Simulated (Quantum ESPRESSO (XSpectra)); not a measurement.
Quantum ESPRESSO (XSpectra) run for X-ray absorption at the F K edge of PbF2 (Fm-3m). Geometry: Materials Project entry mp-315 (a computed structure). The cell is the entry's, not relaxed again. The ground-state test found a gap, so occupations are fixed and the excited electron is left out (charged cell on a uniform background); energies count from the highest occupied level. pw.x input:

```
&CONTROL
  calculation = 'scf'
  prefix = 'x'
  pseudo_dir = './pseudo'
  outdir = './out'
/
&SYSTEM
  ibrav = 0
  nat = 18
  ntyp = 3
  ecutwfc = 75
  input_dft = 'PZ'
  tot_charge = 1
  occupations = 'fixed'
/
&ELECTRONS
  conv_thr = 1.8e-07
  mixing_beta = 0.4
/
ATOMIC_SPECIES
Fh 18.998 F.lda-tm-gipaw-star1s.UPF
Pb 207.200 Pb.upf
F 18.998 F.lda-tm-gipaw.UPF
CELL_PARAMETERS angstrom
  -2.957950000    2.957950000    5.915900000
   2.957950000    5.915900000    2.957950000
  -2.957950000    5.915900000   -2.957950000
ATOMIC_POSITIONS crystal
Pb     0.000000000    0.000000000    0.000000000
Pb     0.000000000    0.500000000    0.500000000
Pb     0.333333333    0.333333333    0.000000000
Pb     0.666666667    0.166666667    0.500000000
Pb     0.333333333    0.833333333    0.500000000
Pb     0.666666667    0.666666667    0.000000000
Fh     0.000000000    0.125000000    0.625000000
F      0.000000000    0.625000000    0.125000000
F      0.333333333    0.458333333    0.625000000
F      0.666666667    0.291666667    0.125000000
F      0.333333333    0.958333333    0.125000000
F      0.666666667    0.791666667    0.625000000
F      0.000000000    0.375000000    0.875000000
F      0.000000000    0.875000000    0.375000000
F      0.333333333    0.708333333    0.875000000
F      0.666666667    0.541666667    0.375000000
F      0.333333333    0.208333333    0.375000000
F      0.666666667    0.041666667    0.875000000
K_POINTS automatic
2 2 2 0 0 0
```

xspectra.x input:

```
&input_xspectra
  calculation = 'xanes_dipole'
  edge = 'K'
  prefix = 'x'
  outdir = './out'
  xonly_plot = .false.
  xiabs = 1
  xcoordcrys = .false.
  xepsilon(1) = 1.0
  xepsilon(2) = 0.0
  xepsilon(3) = 0.0
  xniter = 1500
  xcheck_conv = 50
  xerror = 0.002
  x_save_file = 'x0.sav'
/
&plot
  xnepoint = 451
  xemin = -5.0
  xemax = 40.0
  xgamma = 0.5
  terminator = .true.
  cut_occ_states = .true.
/
&pseudos
  filecore = 'core.wfc'
/
&cut_occ
  cut_desmooth = 0.1
  cut_stepl = 0.01
  cut_ierror = 1e-6
/
4 4 3 1 1 1
```

End of the pw.x output:

```
     4.6111   4.7360   5.0481   5.1310

          k = 0.7144-0.3062-0.1021 ( 23040 PWs)   bands (ev):

   -23.7399 -15.4865 -15.3520 -15.2996 -15.1996 -15.1810 -15.0846 -15.0350
   -14.9982 -14.9402 -14.8944 -14.8903  -9.5680  -9.5558  -9.5235  -9.4721
    -9.4688  -9.4570  -9.4543  -9.4413  -9.4359  -9.4185  -9.3750  -9.3633
    -9.3475  -9.3288  -9.3285  -9.3164  -9.3121  -9.2597  -9.2247  -9.2044
    -8.7440  -8.7438  -8.7413  -8.7320  -8.7229  -8.7008  -8.7008  -8.6941
    -8.6677  -8.6367  -5.8095  -5.8068  -5.8025  -1.3649  -1.1389  -0.9947
    -0.9154  -0.7845  -0.7082   1.6566   1.7139   1.7468   1.7840   1.9063
     1.9366   1.9710   1.9718   2.0980   2.1283   2.2690   2.3171   2.8769
     2.9046   2.9411   3.0033   3.0411   3.1306   3.1332   3.1785   3.2327
     3.3296   3.3552   3.4124   3.4354   3.4454   3.4534   4.3154   4.4014
     4.4827   4.5891   4.7675   5.0724

     highest occupied level (ev):     5.2307

!    total energy              =   -1441.44036167 Ry
     estimated scf accuracy    <       0.00000007 Ry

     The total energy is the sum of the following terms:
     one-electron contribution =    -494.47422782 Ry
     hartree contribution      =     359.38184677 Ry
     xc contribution           =    -347.53163241 Ry
     ewald contribution        =    -958.81634821 Ry

     convergence has been achieved in  10 iterations

     XML data file, charge density, pseudopotentials, collected wavefunctions
```

xspectra.x output, shortened:

```
... Begin STEP 1 ...

        Radial transition matrix element(s) used in the calculation of the
        initial vector of the Lanczos basis (|tilde{phi}_abs> normalized)
        | For PAW proj. (l=1) #1: radial matrix element =   0.122258427
        | For PAW proj. (l=1) #2: radial matrix element =   0.144343984

NB: the    12 k-point are not all listed below because npool=  4
        |-------------------------------------------------------------
        ! k-point #     1:  (-0.0765,  0.1786,  0.0255),  0.0417,   1
        |-------------------------------------------------------------
 okvan= F
        |   Norm of the initial Lanczos vector: 0.86245160E-01
        !   => CONVERGED at iter    750 with error=  0.00161687
        |-------------------------------------------------------------
        ! k-point #     2:  (-0.2807,  0.3827, -0.1786),  0.0417,   1
        |-------------------------------------------------------------
 okvan= F
        |   Norm of the initial Lanczos vector: 0.86245155E-01
        !   => CONVERGED at iter    650 with error=  0.00090728
        |-------------------------------------------------------------
        ! k-point #     3:  (-0.4848,  0.5869, -0.3827),  0.0417,   1
        |-------------------------------------------------------------
 okvan= F
        |   Norm of the initial Lanczos vector: 0.86245141E-01
        !   => CONVERGED at iter    750 with error=  0.00086344
        |-------------------------------------------------------------

        ...
... Begin STEP 2 ...

     The spectrum is calculated using the following parameters:
        energy-zero of the spectrum [eV]:    5.2307
        the occupied states are elimintate from the spectrum
        xemin [eV]:  -5.00
        xemax [eV]:  40.00
        xnepoint:  451
        constant broadening parameter [eV]:    0.500
        Core level energy [eV]:  -696.7
         (from electron binding energy of neutral atoms in X-ray data booklet)

     Cross-section successfully written in xanes.dat

     ... End STEP 2 ...

     xanes        :    109.27s CPU    109.67s WALL (       1 calls)

     -------------------------------------------------------------------------
                                END JOB XSpectra
     -------------------------------------------------------------------------
```

xanes.dat for the field along x, every fifth line (energy in eV, cross section):

```
   -5.000   2.6120e-04
   -4.500   2.8030e-04
   -4.000   3.0210e-04
   -3.500   3.2710e-04
   -3.000   3.5600e-04
   -2.500   3.9000e-04
   -2.000   4.3020e-04
   -1.500   4.7850e-04
   -1.000   5.3760e-04
   -0.500   6.1110e-04
    0.000   7.0460e-04
    0.500   8.2720e-04
    1.000   9.9300e-04
    1.500   1.2280e-03
    2.000   1.5810e-03
    2.500   2.1560e-03
    3.000   3.2090e-03
    3.500   5.5110e-03
    4.000   1.1410e-02
    4.500   2.2280e-02
    5.000   2.3540e-02
    5.500   2.1320e-02
    6.000   2.8020e-02
    6.500   2.6130e-02
    7.000   1.6540e-02
    7.500   9.9450e-03
    8.000   5.8310e-03
    8.500   4.6640e-03
    9.000   4.8180e-03
    9.500   5.3090e-03
   10.000   5.6140e-03
   10.500   5.5700e-03
   11.000   6.0660e-03
   11.500   6.5450e-03
   12.000   6.9730e-03
   12.500   8.6680e-03
   13.000   1.6110e-02
   13.500   2.2540e-02
   14.000   2.1670e-02
   14.500   2.0870e-02
   15.000   2.2130e-02
   15.500   2.5690e-02
   16.000   2.9310e-02
   16.500   2.8450e-02
   17.000   2.0920e-02
   17.500   1.5100e-02
   18.000   1.1550e-02
   18.500   9.8100e-03
   19.000   9.3930e-03
   19.500   8.8130e-03
   20.000   8.6990e-03
   20.500   8.4240e-03
   21.000   9.4580e-03
   21.500   1.0570e-02
   22.000   1.2260e-02
   22.500   1.3240e-02
   23.000   1.4340e-02
   23.500   1.5360e-02
   24.000   1.6160e-02
   24.500   1.5930e-02
   25.000   1.6490e-02
   25.500   1.7960e-02
   26.000   2.1690e-02
   26.500   2.5590e-02
   27.000   2.6820e-02
   27.500   2.2970e-02
   28.000   1.6560e-02
   28.500   1.4380e-02
   29.000   1.4980e-02
   29.500   1.6040e-02
   30.000   1.6170e-02
   30.500   1.5490e-02
   31.000   1.4340e-02
   31.500   1.5250e-02
   32.000   1.8520e-02
   32.500   2.2010e-02
   33.000   2.4690e-02
   33.500   2.1520e-02
   34.000   1.8340e-02
   34.500   1.3530e-02
   35.000   9.9190e-03
   35.500   8.3280e-03
   36.000   6.9810e-03
   36.500   6.7690e-03
   37.000   7.4990e-03
   37.500   8.1870e-03
   38.000   9.1150e-03
   38.500   1.0640e-02
   39.000   1.2910e-02
   39.500   1.3150e-02
   40.000   1.3070e-02
```
